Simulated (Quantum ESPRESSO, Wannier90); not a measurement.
**Tl (bcc (W type), model phase), plane waves to Wannier functions**

```
begin unit_cell_cart
ang
   -1.9559950000    1.9559950000    1.9559950000
    1.9559950000   -1.9559950000    1.9559950000
    1.9559950000    1.9559950000   -1.9559950000
end unit_cell_cart
begin atoms_frac
Tl   0.0000000000  0.0000000000  0.0000000000
end atoms_frac
```

Materials Project entry mp-39; symmetrised, unrelaxed at this level. This isn't the element's usual structure (hcp); take it as a model of another phase. Level: PBEsol, no spin polarisation, no spin-orbit coupling; pw.x of Quantum ESPRESSO at 50 Ry with PseudoDojo potentials, 12×12×12 k-points, Wannier90. Density: 16×16×16 mesh, cold smearing 0.01 Ry. Spin-orbit coupling is left out although heavy elements are present.

A tight-binding model is made by disentanglement and projection with no localisation steps (num_iter = 0), so the 4 orbitals stay atom-like: hydrogen-like Tl: s;p, axes along x, y, z; frozen window up to 1.50 eV relative to the Fermi level. It follows pw.x to 11 meV rms for states up to 1.0 eV relative to the Fermi level. Matrix elements depend on this choice of orbitals and windows.

### Question
What are the on-site energies relative to the Fermi level, and how fast do the hoppings decay?

### Answer
```
atom  orbitals  energy (eV)
----  --------  -----------
Tl1          s        -4.77
Tl1   pz px py         3.64
```

```json
[
 {"distance of the centres (Å)": "3–4", "largest modulus (eV)": "0.87"},
 {"distance of the centres (Å)": "5–6", "largest modulus (eV)": "0.084"},
 {"distance of the centres (Å)": "6–7", "largest modulus (eV)": "0.081"},
 {"distance of the centres (Å)": "7–8", "largest modulus (eV)": "0.063"},
 {"distance of the centres (Å)": "8–9", "largest modulus (eV)": "0.0050"},
 {"distance of the centres (Å)": "9–10", "largest modulus (eV)": "0.0053"},
 {"distance of the centres (Å)": "10–11", "largest modulus (eV)": "0.0080"},
 {"distance of the centres (Å)": "11–12", "largest modulus (eV)": "0.0055"},
 {"distance of the centres (Å)": "12–13", "largest modulus (eV)": "0.0024"}
]
```
